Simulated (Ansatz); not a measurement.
BAs:
```
CELL_PARAMETERS angstrom
      0.00000     2.39195     2.39195
      2.39195     0.00000     2.39195
      2.39195     2.39195     0.00000
ATOMIC_POSITIONS crystal
  As 0.75000 0.75000 0.75000
  B  0.00000 0.00000 0.00000
```

Plane-wave PAW r²SCAN (Ansatz code) gives a gap of 1.37 eV without spin–orbit coupling, maximum at Γ, minimum on the Γ–X line, 79 % of the way from Γ.

Question: What happens when spin–orbit coupling is switched on?

Answer: The gap drops by 0.06 eV, to 1.31 eV; maximum at Γ, minimum on the Γ–X line, 79 % of the way from Γ.

Question: How large is the spin–orbit splitting of the valence top at Γ?

Answer: The fourfold level lies 0.21 eV above the split-off pair.

Space group F-43m (zinc blende). The r²SCAN relaxation kept the symmetry of its start.

Potentials: the later of the program's two PAW sets.
